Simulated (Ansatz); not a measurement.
Structure relaxation, K

The start is a randomly generated symmetric cell of K (space group No. 194). Cell shape, volume and atoms are optimised at zero target pressure with r2SCAN (plane waves to 500 eV, PAW, scalar-relativistic; Ansatz, a first-principles code). First-step values are on the input's coarse k-mesh.

Ansatz input (later rounds restart from its end on a renewed k-mesh):
Ansatz 0.2 input:
```yaml
crystal:
  lattice:
    - [4.2550203, 0, 0]
    - [-2.1275102, 3.6849557, 0]
    - [0, 0, 9.5160922]
  atoms:
    - { symbol: K, position: [0.33333333, 0.66666667, 0.75] }
    - { symbol: K, position: [0.66666667, 0.33333333, 0.25] }
basis: { ecutwfc: 500, ecutrho_ratio: 4, xc_grid: 4, fft_grid_basis: typed }
kpoints: { mp_grid: { grid: [9, 9, 4] } }
hamiltonian:
  xc: r2scan
  dispersion: none
  pseudopotentials: { azcp: { folder: ./paw }, kind: paw }
scf: { occupations: { method: fermi_dirac, width: 0.05 } }
relax: { f_tol: 0.01, max_steps: 100, cell: { stress_tol: 0.02 } }
output: { forces: true, stress: true }
```

```json
{
  "outcome": "The space group stays P6₃/mmc (No. 194) (the run could not lower it); the end is hcp (Mg type), with 2 atoms in the primitive cell",
  "energy_released": "0.11 eV/atom",
  "volume_change": "+2.9 %, from 74.60 to 76.77 Å³/atom",
  "optimiser_moves": "6"
}
```

The end point of the relaxation:

```cif
data_K2
_chemical_formula_sum 'K2'
_space_group_name_H-M_alt 'P63/mmc'
_space_group_IT_number 194
_space_group_name_Hall '-P 6c 2c'
_cell_length_a 4.75364
_cell_length_b 4.75364
_cell_length_c 7.84600
_cell_angle_alpha 90.000
_cell_angle_beta 90.000
_cell_angle_gamma 120.000
loop_
_atom_site_label
_atom_site_type_symbol
_atom_site_symmetry_multiplicity
_atom_site_Wyckoff_symbol
_atom_site_fract_x
_atom_site_fract_y
_atom_site_fract_z
_atom_site_occupancy
K1 K 2 d 0.66667 0.33333 0.25000 1
```

Final values are on a 11×11×6 k-mesh of the relaxed cell. No spin polarisation in the result.

The run could not lose the symmetry of its start, so the end can be a saddle point.

All atoms sit on sites fixed by symmetry, so only the cell could relax.

The relaxed structure here is a generated cell of K: the first start was made by a random draw of sites in a space group, and the end was not matched to a known phase here, so it may be hypothetical. Known forms of K include space group No. 229.
